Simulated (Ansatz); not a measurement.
The start is a generated cell, Au placed in the AFLOW prototype A_tI4_139_e (as in Si). The structure is fully relaxed (lattice and positions, P = 0) with PBEsol (plane waves to 420 eV, PAW, scalar-relativistic; Ansatz, a first-principles code). The first steps use a coarse 14×14×14 k-mesh.

Initial structure:
```
Au
1.0
   -1.63506     1.63506     3.17557
    1.63506    -1.63506     3.17557
    1.63506     1.63506    -3.17557
Au
2
Direct
  0.81900   0.81900   0.00000
  0.18100   0.18100   0.00000
```

```json
{
  "initial_pressure": "+61.0 GPa (positive: the cell is compressed)",
  "largest_initial_force": "2.54 eV/Å, on Au1, Au2 (atoms numbered as listed)",
  "outcome": "The space group goes from I4/mmm (No. 139) to Pm-3m (No. 221); the end is simple cubic type, with 1 atom in the primitive cell",
  "volume_change": "+15.3 %, from 16.98 to 19.58 Å³/atom",
  "Shortest distances (start → end)": "The closest pairs of elements (up to four, under 3.6 Å), start → end: Au–Au 2.30 → 2.70 Å",
  "band_gap_at_the_end": "no gap (metallic)",
  "optimiser_moves": "16"
}
```

Relaxed structure:

```cif
data_Au
_chemical_formula_sum 'Au1'
_space_group_name_H-M_alt 'Pm-3m'
_space_group_IT_number 221
_space_group_name_Hall '-P 4 2 3'
_cell_length_a 2.69540
_cell_length_b 2.69540
_cell_length_c 2.69540
_cell_angle_alpha 90.000
_cell_angle_beta 90.000
_cell_angle_gamma 90.000
loop_
_atom_site_label
_atom_site_type_symbol
_atom_site_symmetry_multiplicity
_atom_site_Wyckoff_symbol
_atom_site_fract_x
_atom_site_fract_y
_atom_site_fract_z
_atom_site_occupancy
Au1 Au 1 a 0.00000 0.00000 0.00000 1
```

Final values are on a 17×17×17 k-mesh of the relaxed cell. No spin polarisation in the result.

The run could not lose the symmetry of its start, so the end can be a saddle point.

The relaxed structure here is a generated cell of Au: the first start was made by placing the elements on the sites of a structure type, and the end was not matched to a known phase here, so it may be hypothetical. Known forms of Au include space group No. 225.
